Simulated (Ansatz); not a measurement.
# KTlCr2F6 in Ansatz, settings compared

Launch command:

```bash
ansatz run input.yaml --threads 1 --pin off --max-ram 2560MiB --backend cpu --events-out ev --progress --plain --runs-dir out
```

input.yaml:

```yaml
crystal:
  lattice:
    - [0.0, 4.11123, 4.11123]
    - [4.11123, 0.0, 4.11123]
    - [4.11123, 4.11123, 0.0]
  atoms:
    - { symbol: F, position: [0.765, 0.235, 0.235] }
    - { symbol: F, position: [0.235, 0.765, 0.235] }
    - { symbol: F, position: [0.235, 0.765, 0.765] }
    - { symbol: F, position: [0.765, 0.235, 0.765] }
    - { symbol: F, position: [0.235, 0.235, 0.765] }
    - { symbol: F, position: [0.765, 0.765, 0.235] }
    - { symbol: K, position: [0.5, 0.5, 0.5] }
    - { symbol: Cr, position: [0.25, 0.25, 0.25] }
    - { symbol: Cr, position: [0.75, 0.75, 0.75] }
    - { symbol: Tl, position: [0.0, 0.0, 0.0] }
  symmetry: { tolerance: 0.0003 }
kpoints:
  mp_grid: { grid: [4, 4, 4], shift: [0, 0, 0] }
magnetization:
  spin_polarized: false
scf:
  occupations: { method: fermi_dirac, width: 0.0699 }
hamiltonian:
  pseudopotentials: { kind: paw }
  xc: r2scan
basis:
  ecutwfc: 500
output:
  forces: true
  stress: true
  eigenvalues: true
```

Origin of the cell: a known structure type with other elements, at an estimated volume, so it need not be a known compound.

Output of this run (shortened):

```
Pseudopotentials: kind: paw
Pseudopotential: F, paw, valence charge 7, recommended cutoff 500 eV (meta_gga), F.paw.azcp
Pseudopotential: K, paw, valence charge 9, recommended cutoff 500 eV (meta_gga), K.paw.azcp
Pseudopotential: Cr, paw, valence charge 14, recommended cutoff 500 eV (meta_gga), Cr.paw.azcp
Pseudopotential: Tl, paw, valence charge 13, recommended cutoff 500 eV (meta_gga), Tl.paw.azcp
Functional definition: r2SCAN
  exchange = r2scan_x(k0 = k0, k1 = k1, a1 = a1)
  correlation = r2scan_c
Crystal: 10 atoms, lattice volume = 138.978 Å³
Basis set: ecut = 500 eV, 3527 PW (Γ), exchange–correlation on 180×180×180 points (64 copies of the dense FFT grid, shifted against one another)
Bands: 56, of which v1, the nominal top of the filled ones, is band 46 counted from 1 (45 counted from 0)
[… 15 lines left out …]
Initial density: superposition of atomic densities (neutral atoms: chi_scale 0, normalization atom), corrected by the library's trained network
Functional: x = r2scan, c = r2scan; τ floored in thin density (d = 2e-4 eV/Å³)
SCF iter   1: F=—  HF=-24608.455576 eV  Δρ=2.82e-2  dr2=5.64e-1  dr2_τ=4.99e-1
SCF iter   2: F=—  HF=-24608.858683 eV  Δρ=3.72e-2  dr2=4.14e-1  dr2_τ=5.77e-2
SCF iter   3: F=—  HF=-24609.300047 eV  Δρ=2.71e-2  dr2=2.28e-1  dr2_τ=2.69e-2
SCF iter   4: F=—  HF=-24609.499963 eV  Δρ=1.28e-2  dr2=8.86e-2  dr2_τ=1.46e-2
SCF iter   5: F=—  HF=-24609.501655 eV  Δρ=9.80e-3  dr2=2.75e-2  dr2_τ=4.35e-3
SCF iter   6: F=—  HF=-24609.531941 eV  Δρ=1.69e-3  dr2=1.63e-3  dr2_τ=7.50e-4
SCF iter   7: F=—  HF=-24609.532360 eV  Δρ=1.98e-3  dr2=1.36e-3  dr2_τ=1.79e-4
SCF iter   8: F=—  HF=-24609.533385 eV  Δρ=9.00e-4  dr2=2.57e-4  dr2_τ=3.52e-5
SCF iter   9: F=—  HF=-24609.533582 eV  Δρ=2.65e-4  dr2=2.14e-5  dr2_τ=2.93e-6
SCF iter  10: F=—  HF=-24609.533759 eV  Δρ=4.28e-5  dr2=9.44e-7  dr2_τ=8.97e-8
SCF iter  11: F=-24609.533759 eV  HF=-24609.533759 eV  Δρ=3.82e-6  dr2=3.11e-8  dr2_τ=9.24e-10
SCF 1 converged in 11 iterations: F = -24609.533759 eV  dr2 = 3.11e-8
SCF converged after 11 iterations
Free energy (F): -24609.533759 eV
Harris-Foulkes:  -24609.533759 eV  (|F-HF|=2.00e-8)
Internal energy: -24609.284546 eV  (E = F + TS)
E sigma→0 (E₀):  -24609.409153 eV
Entropy (-TS):   -0.249213 eV (-24.921 meV/atom)
Fermi energy:    9.192052 eV
--- Per-component energies (eV) ---
  E_band       = -821.467801
  E_kinetic    = 2570.049455
  E_local      = -8338.630266  (includes V_loc(G=0)·N_el)
  E_nonlocal   = 955.231918
  E_hartree    = 3293.053593
  E_xc         = -1094.191811
  E_vxc        = -1425.174809  (∫ρ·V_xc dr)
  E_paw        = -14638.696510  (= ΣΔE_a)
  E_vpaw       = -1265.733409  (= ΣTr[D̂ρ^β])
  E_aug_tail   = 0.007340  (compensation charges beyond the density's cutoff)
  E_vtau       = 96.673820  (kinetic-family band-sum trace: ∫τ·v_τ [+ j·A + Jᵃ·Aᵃ] dr)
  E_ewald      = -7356.218838
  E_core_change = 0.110572  (= ΣΔE_core)
  E_smearing   = -0.249213  (= −TS)
  Σ components = -24609.533759   (vs F -24609.533759, Δ=0.00e0)
--- Forces (eV/Å), atoms counted from 1 ---
  atom   1  F      3.768064     0.000000    -0.000000
[… 4 lines left out …]
  atom   6  F     -0.000000    -0.000000    -3.768064
  atom   7  K      0.000000    -0.000000     0.000000
  atom   8  Cr     0.000000     0.000000    -0.000000
  atom   9  Cr     0.000000     0.000000    -0.000000
  atom  10  Tl     0.000000    -0.000000     0.000000
  max |Σ_I F_I| component: 1.78e-15 eV/Å
--- Stress (GPa, compression-positive) ---
       34.197522       0.000000      -0.000000
        0.000000      34.197522       0.000000
       -0.000000      -0.000000      34.197522
  P = ⅓ Tr σ = 34.1975 GPa (341.975 kbar)
```

The same input was run again with these changes:

1. `scf.convergence.dr2_threshold` default → 1.0e-05
2. `hamiltonian.dispersion` default → d3bjatm
3. `scf.convergence.dr2_threshold` default → 1.0e-06
4. `hamiltonian.xc` r2scan → rpbe; `scf.mixing.preconditioner` default → ldos; `scf.occupations.width` 0.0699 → default; `scf.occupations.method` fermi_dirac → tetrahedron_uncorrected

| run | end | SCF iterations | P (GPa) | max force component (eV/Å) | moment (μB) | ΔE(σ→0) (meV/atom) |
| --- | --- | --- | --- | --- | --- | --- |
| base | converged | 11 | 34.20 | 3.768 | – | 0 |
| 1 | converged | 10 | 34.20 | 3.768 | – | 0.00 |
| 2 | converged | 11 | 33.44 | 3.768 | – | – |
| 3 | converged | 10 | 34.20 | 3.768 | – | 0.00 |
| 4 | input refused | 0 | – | – | – | – |

Energies are compared only where functional, datasets, charge and starting cell are the same.

Caveats of the base run: no spin polarisation, so a magnetic state may lie lower; no spin-orbit coupling, though heavy elements are present; the given cell is far from equilibrium, with atoms too close or a volume far off; the k mesh is coarse if the cell is a metal.

Run 1: the SCF threshold is loose for forces.
Run 3: the SCF threshold is loose for forces.

Time of the base run: 13 s on 1 thread of Intel(R) Xeon(R) Platinum 8259CL CPU @ 2.50GHz (Skylake/Cascade Lake) (shared host), peak memory 0.9 GiB, from the program's own first density.
